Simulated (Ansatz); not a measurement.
Starting cell, GaSb (zinc blende):

```yaml
crystal:
  lattice:
    - [0.00000, 6.21351, 6.21351]
    - [3.10675, 3.10675, 6.21351]
    - [3.10675, 3.10675, 0.00000]
  atoms:
    - { symbol: Sb, position: [0.00000, 0.75000, 0.75000] }
    - { symbol: Sb, position: [0.50000, 0.75000, 0.75000] }
    - { symbol: Ga, position: [0.00000, 0.00000, 0.00000] }
    - { symbol: Ga, position: [0.50000, 0.00000, 0.00000] }
```

The atoms are displaced by Q × the pattern below (from a DFPT mode at X = (0.5, 0.5, 0.0), largest move 1; Q in Å), at fixed cell. (q is in reciprocal vectors of the primitive cell; the cell shown is doubled to hold the pattern.)

```tsv
atom	x	y	z
Ga3	0.000	0.000	-1.000
Ga4	0.000	0.000	1.000
```

Atoms not listed stay in place.

The numbers are results of PBE (plane waves to 420 eV, PAW, scalar-relativistic; Ansatz, a quantum-chemistry and plane-wave program), not measurements. k mesh 13×13×13 (Γ-centred), Fermi-Dirac smearing 0.05 eV. The energy includes the smearing's −TS. With partly filled bands, energies and forces of such displacements shift with the k mesh and the smearing. At this level the bands of GaSb touch or barely overlap; measurements give the solid a gap. GaSb was relaxed with its symmetry unable to fall. Spin-orbit coupling is left out, though Sb is heavy. The zero of ΔE is the undisplaced structure.

```json
[
 {"Q (Å)": "-0.180", "ΔE (meV/cell)": "315"},
 {"Q (Å)": "-0.120", "ΔE (meV/cell)": "141"},
 {"Q (Å)": "-0.060", "ΔE (meV/cell)": "35"},
 {"Q (Å)": "0.000", "ΔE (meV/cell)": "0"},
 {"Q (Å)": "0.060", "ΔE (meV/cell)": "35"},
 {"Q (Å)": "0.120", "ΔE (meV/cell)": "141"},
 {"Q (Å)": "0.180", "ΔE (meV/cell)": "315"}
]
```

Question: Which DFPT wavenumber at X = (0.5, 0.5, 0.0) belongs to this mode?
A) 53 cm⁻¹
B) 149 cm⁻¹
C) 195 cm⁻¹

Answer: C, 195 cm⁻¹. The curvature of the scan gives 195 cm⁻¹

(For displaced atoms, the force is minus the slope of the energy, and its curvature is a force constant, which sets phonon frequencies.)
